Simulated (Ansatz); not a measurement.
Relaxed-ion elastic tensor of Ge (diamond, space group No. 227) in GPa (Voigt order), DFT-r²SCAN in the program Ansatz with PAW potentials; density 5.28 g/cm³, 22.83 Å³ per atom.

```
 127  44.0  44.0   0.0   0.0   0.0
44.0   127  44.0   0.0   0.0   0.0
44.0  44.0   127   0.0   0.0   0.0
 0.0   0.0   0.0  67.5   0.0   0.0
 0.0   0.0   0.0   0.0  67.5   0.0
 0.0   0.0   0.0   0.0   0.0  67.5
```

Task: Is the crystal mechanically stable?

Result: Yes: the smallest eigenvalue of C is 67.5 GPa.

Task: Work out the Voigt, Reuss and Hill averages.

Result: K_V = 71.8, K_R = 71.8, K_H = 71.8; G_V = 57.2, G_R = 54.1, G_H = 55.6 GPa.

Task: Give Young's modulus, Poisson's ratio, Pugh's ratio and the universal anisotropy index.

Result: E = 9KG/(3K + G) = 133 GPa; ν = 0.19; K/G = 1.29 (brittle by the Pugh limit of 1.75); A_U = 5G_V/G_R + K_V/K_R − 6 = 0.28.

Task: Estimate the sound speeds and the Debye temperature.

Result: v_l = √((K + 4G/3)/ρ) = 5260 m/s, v_t = √(G/ρ) = 3240 m/s, mean 3580 m/s; Θ = (h/k)(3n/4πV)^(1/3) v_m = 376 K.

Task: Give the Zener ratio and Young's modulus along [100], [110] and [111].

Result: A = 2C44/(C11 − C12) = 1.62; 1/E = S11 − 2(S11 − S12 − S44/2)Γ with Γ = 0, 1/4, 1/3 gives 105, 138, 154 GPa.

Task: Solve the Christoffel equation for the three sound speeds along [100], [110], [111].

Result: Eigenvalues of C_ijkl n_j n_l equal ρv². In km/s, slowest first: [100] 3.57, 3.57, 4.91; [110] 2.81, 3.57, 5.38; [111] 3.08, 3.08, 5.53.

Space group Fd-3m (diamond). The cell was relaxed with r²SCAN under the symmetry of its start; phonons on a q-mesh show no instability.

Potentials: the later of the program's two PAW sets.
